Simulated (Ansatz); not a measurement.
Here is the system:

PbTe (rock salt)

```
PbTe
1.0
    0.00000     6.56902     6.56902
    3.28451     0.00000     3.28451
    3.28451     3.28451     0.00000
Te Pb
2 2
Cartesian
  0.00000   0.00000   0.00000
  0.00000   3.28451   3.28451
  3.28451   3.28451   3.28451
  3.28451   6.56902   6.56902
```

Scan: atom 3 (Pb, nearest neighbour Te at 3.285 Å; its periodic images, 4.6 Å or more away, move with it) is displaced towards the nearest neighbour, direction (-1.000, 0.000, 0.000) in Cartesian axes, by s. The other atoms stay.

Calculation: PBE (plane waves to 420 eV, PAW, scalar-relativistic; Ansatz, a quantum-chemistry and plane-wave program). k mesh 7×7×7 (Γ-centred), Fermi-Dirac smearing 0.05 eV. E stands for the smeared free energy. PbTe was relaxed with its symmetry unable to fall. Spin-orbit coupling is left out, though Pb and Te are heavy. ΔE is measured from the undisplaced structure.

The scan covers s from -0.990 to 0.990 Å in 11 points.

**Question.** Is the energy the same for equal positive and negative displacements?

**Answer.** Even: the same for both signs. With its periodic images moving along, the atom's site symmetry in this cell is -3m.

**Question.** What is the energy change at s = 0.990 Å?

**Answer.** 2901 meV/cell.

**Question.** What force acts on the atom along the line at s = -0.990 Å?

**Answer.** 11.0 eV/Å.

(For displaced atoms, the force is minus the slope of the energy, and its curvature is a force constant, which sets phonon frequencies.)
